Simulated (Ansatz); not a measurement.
A: LaGa$_{2}$ (space group P6/mmm), a = 4.332 Å, b = 4.332 Å, c = 4.460 Å, α = 90.00°, β = 90.00°, γ = 120.00°
B: Co (hcp, Mg type), a = b = 2.4939 Å, c = 4.0318 Å, α = β = 90.00°, γ = 120.00°
C: Y3Al3NiGe2 (space group P-62m), a = 6.961 Å, b = 6.961 Å, c = 4.178 Å, α = 90.00°, β = 90.00°, γ = 120.00°
D: SrTl2 (space group P6_3/mmc), a = 5.2227 Å, b = 5.2227 Å, c = 8.3780 Å, α = 90.00°, β = 90.00°, γ = 120.00°

Scan: energy against volume (even scaling of the relaxed cell, symmetry kept). One method and one kind of scan serve all of them; meshes and ranges differ. All were relaxed with their symmetry unable to fall. LaGa2 is run without spin polarisation. Relaxed Co ends ferromagnetic. Spin-orbit coupling is left out. Y3Al3NiGe2 is run without spin polarisation. The magnetic order is the one the run started from; other orders were not tried. (This holds for the magnetic or f-shell members.)

### Question
Rank these by bulk modulus at fixed cell shape (fitted) (lowest first), as PBE (plane waves to 420 eV, PAW, scalar-relativistic; Ansatz, a program for electronic structure) gives it.

### Answer
D (27.6 GPa), A (66.7 GPa), C (86.3 GPa), B (212 GPa)

(Under strain, the slope of the energy per volume gives the stress and its curvature an elastic modulus.)
